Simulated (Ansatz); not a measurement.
**InSb$_{3}$ (Fm-3m), stationary points along a deformation path**

These are results of DFT PBEsol+D3(BJ), scalar-relativistic, plane waves, PAW (Ansatz), not measurements. Cutoff 420 eV, Γ-centred 12×12×12 k-points, Gaussian smearing of 0.15 eV. No spin polarisation. Energies are free energies at this smearing, counted from the undisturbed cell; pressure is positive in compression.

Reference structure (relaxed at this level; with this scan's settings it stands at 0.3 GPa; it needn't be the usual structure):

```yaml
crystal:
  lattice:
    - [0.00000, 3.66207, 3.66207]
    - [3.66207, 0.00000, 3.66207]
    - [3.66207, 3.66207, 0.00000]
  atoms:
    - { symbol: In, position: [0.00000, 0.00000, 0.00000] }
    - { symbol: Sb, position: [0.25000, 0.25000, 0.25000] }
    - { symbol: Sb, position: [0.75000, 0.75000, 0.75000] }
    - { symbol: Sb, position: [0.50000, 0.50000, 0.50000] }
```

At fixed volume and fractional coordinates, lengths along (0.000, 0.000, 1.000) are scaled against those across it; ρ is that ratio over its starting value. V = 24.555 Å³/atom. Δσ is the stress along the axis less the mean stress across it (compression positive).

| ρ | ΔE (meV/atom) | Δσ (GPa) | space group |
| --- | --- | --- | --- |
| 0.650 | 276.4 | 24.78 | I4/mmm |
| 0.707 | 125.1 | 12.66 | I4/mmm |
| 0.780 | 38.0 | 4.79 | I4/mmm |
| 0.850 | 15.5 | 1.23 | I4/mmm |
| 0.920 | 5.8 | 1.21 | I4/mmm |
| 0.960 | 1.2 | 0.68 | I4/mmm |
| 1.000 | 0.0 | 0.00 | Fm-3m |
| 1.050 | 2.9 | -1.42 | I4/mmm |
| 1.100 | 12.8 | -2.70 | I4/mmm |
| 1.200 | 36.9 | -1.89 | I4/mmm |
| 1.300 | 48.4 | -1.34 | I4/mmm |
| 1.414 | 56.1 | -0.27 | I4/mmm |
| 1.500 | 54.5 | 0.81 | I4/mmm |

Q: How does the stress give the slope of the energy, and where is the energy stationary?

A: Along the path d ln(length) is 2/3 d ln ρ on the axis and −1/3 d ln ρ across it, so dE/d ln ρ = −(2/3) V Δσ: the energy falls with ρ where Δσ is positive. Δσ vanishes or changes sign at ρ = 1.000 (Fm-3m), a minimum at 0.0 meV/atom; between ρ = 1.414 and 1.500, a maximum (near 1.44 by linear interpolation). Pairs of stationary points between two samples would go unseen, and could change a minimum read from distant neighbours into a maximum. At ρ = 1.000 the cell is cubic, where symmetry alone makes the stress isotropic and the slope zero.

Q: Which shear constant sets the curvature at ρ = 1?

A: For a cubic crystal E/V = (2/3) C (ln ρ)² with C = C′ = (C11 − C12)/2, so Δσ = −2C ln ρ. The parabola of Δσ against ln ρ through ρ = 0.960, 1 and 1.050 gives C ≈ 11.2 GPa with the ions clamped, rough because the steps are large.

Q: Integrate that slope from ρ = 1 to 0.850 by the trapezoid rule.

A: With V/N in Å³ and 1 eV/Å³ = 160.2 GPa the slopes at ρ = 1.000, 0.960, 0.920, 0.850 are 0, -70, -124, -126 meV/atom per unit of ln ρ. The steps add 1.4 + 4.1 + 9.9 = 15.4 meV/atom, against 15.5 from the energies; the trapezoid rule misses the curvature of the slope within each step.

In a metal these slopes depend on the k mesh and the smearing.

Cost: 13 runs of about 2 core-minutes in all, on AMD EPYC 9R45 (Zen 5) (shared hosts).